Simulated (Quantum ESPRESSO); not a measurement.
```cif
data_Ca3PSb
_chemical_formula_sum 'P1 Ca3 Sb1'
_space_group_name_H-M_alt 'Pm-3m'
_space_group_IT_number 221
_space_group_name_Hall '-P 4 2 3'
_cell_length_a 5.38244
_cell_length_b 5.38244
_cell_length_c 5.38244
_cell_angle_alpha 90.000
_cell_angle_beta 90.000
_cell_angle_gamma 90.000
loop_
_atom_site_label
_atom_site_type_symbol
_atom_site_symmetry_multiplicity
_atom_site_Wyckoff_symbol
_atom_site_fract_x
_atom_site_fract_y
_atom_site_fract_z
_atom_site_occupancy
P1 P 1 b 0.50000 0.50000 0.50000 1
Ca1 Ca 3 c 0.00000 0.50000 0.50000 1
Sb1 Sb 1 a 0.00000 0.00000 0.00000 1
```

The geometry is that of Materials Project entry mp-1013550, symmetrised and not relaxed again.

Task: What does PBEsol (pw.x of Quantum ESPRESSO, ONCV potentials, with spin-orbit coupling) give for the electronic structure near the Fermi level?

Result: The PBEsol gap is direct, 0.45 eV at Γ. The cell is held in this high symmetry; tilts and polar distortions were not searched.

The structure is a Materials Project entry; no match was found in the copy of COD used, and its stability was not checked.
